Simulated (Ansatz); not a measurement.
Simulated powder pattern, Cu Kα1, λ = 1.54056 Å (kinematic, ideal powder, no thermal factors, no anomalous dispersion; the 30 strongest lines at most, above 1 %, up to 2θ = 90°):

```json
[
 {"2θ (°)": "30.02", "I/Imax (%)": "100"},
 {"2θ (°)": "34.03", "I/Imax (%)": "13"},
 {"2θ (°)": "35.18", "I/Imax (%)": "22"},
 {"2θ (°)": "49.76", "I/Imax (%)": "32"},
 {"2θ (°)": "50.61", "I/Imax (%)": "16"},
 {"2θ (°)": "58.45", "I/Imax (%)": "16"},
 {"2θ (°)": "59.97", "I/Imax (%)": "30"},
 {"2θ (°)": "62.40", "I/Imax (%)": "11"},
 {"2θ (°)": "71.64", "I/Imax (%)": "2.3"},
 {"2θ (°)": "74.38", "I/Imax (%)": "5.1"},
 {"2θ (°)": "80.91", "I/Imax (%)": "13"},
 {"2θ (°)": "82.24", "I/Imax (%)": "6.2"},
 {"2θ (°)": "82.40", "I/Imax (%)": "6.0"},
 {"2θ (°)": "84.38", "I/Imax (%)": "4.8"},
 {"2θ (°)": "85.03", "I/Imax (%)": "4.5"}
]
```

The pattern belongs to a structure relaxed with the program Ansatz at the PBE level (PAW).

**Question.** Pick the material that matches.
A. HfO2, P4_2/nmc (Hf on 2a, O on 4d)
B. SnO2, rutile
C. CdO, rock salt
D. TiO2, anatase

**Answer.** A, HfO2, P4_2/nmc (Hf on 2a, O on 4d)

**Question.** Give the lattice parameters.

**Answer.** a = 3.604 Å, c = 5.265 Å.

This is a known high-temperature phase of the composition, computed here at zero pressure and temperature. Symmetry was held in the PBE relaxation; its stability against distortions is not shown here. The run is not spin-polarised. Spin–orbit coupling is left out wherever it is not named.

Potentials: the later of the program's two PAW sets.
